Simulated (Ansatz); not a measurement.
**TaGeO$_{3}$, first-principles data**

TaGeO$_{3}$:
```yaml
crystal:
  lattice:
    - [4.05767, 0.00000, 0.00000]
    - [0.00000, 4.05767, 0.00000]
    - [0.00000, 0.00000, 3.93443]
  atoms:
    - { symbol: Ta, position: [0.50000, 0.50000, 0.51803] }
    - { symbol: Ge, position: [0.00000, 0.00000, 0.19835] }
    - { symbol: O, position: [0.00000, 0.50000, 0.48331] }
    - { symbol: O, position: [0.50000, 0.00000, 0.48331] }
    - { symbol: O, position: [0.50000, 0.50000, 0.00719] }
```

Space group P4mm (No. 99); conventional cell a = b = 4.058 Å, c = 3.934 Å, α = β = γ = 90.00°.

Method: plane-wave PAW PBEsol (Ansatz code). The cell and atoms are relaxed at this level. Other levels are named where they apply.

**Cell and energy**

```json
{
  "volume_per_atom": "12.96 Å³",
  "density": "7.73 g/cm³",
  "Formation energy from the elements (no fitted shifts)": "-1.85 eV/atom"
}
```

**Electronic structure**

```json
{
 "electronic_character": "metallic (no gap)",
 "Density of states at the Fermi level": "0.37 states/eV per atom (mean over ±0.08 eV)"
}
```

**Mechanics**

```json
{
  "Bulk modulus (Birch–Murnaghan fit)": "174 GPa",
  "Pressure derivative B′": "3.9"
}
```

**Phonons**

```json
{
  "highest_zone_centre_frequency": "603 cm⁻¹",
  "zone_centre_stability": "unstable, softest mode 97i cm⁻¹"
}
```

The start of the workflow was typed in or built on a structure type; neither database checked (COD, Materials Project) lists it. Its standing as an ambient phase is unchecked. The PBEsol relaxation kept the symmetry of its start. No spin polarisation was allowed. With an odd number of electrons in the cell and no spin polarisation, the count alone makes it a metal. As this level gives no gap, phonon frequencies hold no LO–TO term and depend on the k-mesh and smearing (Fermi–Dirac, 0.1 eV here). The references are the lowest solids computed at this level, not always the standard phases (solids in place of the gases). Scalar-relativistic: spin–orbit coupling is off unless named, which matters more the heavier the elements.

Potentials: the later of the program's two PAW sets.
